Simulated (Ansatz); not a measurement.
Here is the system:

InP:
```
CELL_PARAMETERS angstrom
      4.17272     0.00000     0.00000
     -2.08636     3.61368     0.00000
      0.00000     0.00000    13.66442
ATOMIC_POSITIONS crystal
  In 0.66667 0.33333 0.00001
  P  0.66667 0.33333 0.18770
  In 0.00000 0.00000 0.25011
  P  0.00000 0.00000 0.43718
  In 0.33333 0.66667 0.50001
  P  0.33333 0.66667 0.68770
  In 0.00000 0.00000 0.75011
  P  0.00000 0.00000 0.93718
```

This is the r²SCAN-relaxed structure. Tensor components refer to the Cartesian frame of this cell.

Problem. All from r²SCAN in the plane-wave PAW code Ansatz, unless another level is named. Estimate the bulk modulus (Birch–Murnaghan fit).

Solution. 681 kbar.

Problem. And the piezoelectric stress constants (proper, relaxed ions, C/m²)?

Solution. e15 = e24 = -0.02, e31 = e32 = -0.04.

Problem. Next, the elastic constants (relaxed ions, GPa)?

Solution. C11 = 117, C12 = 49.4, C13 = 36.9, C33 = 133, C44 = 29.1.

Space group P6_3mc. The start of the workflow was typed in or built on a structure type; the Crystallography Open Database copy checked does not list it. It is not the phase usual at ambient conditions (space group No. 216). The cell was relaxed with r²SCAN under the symmetry of its start; whether a distortion lowers the energy is not shown.

Potentials: the later of the program's two PAW sets.
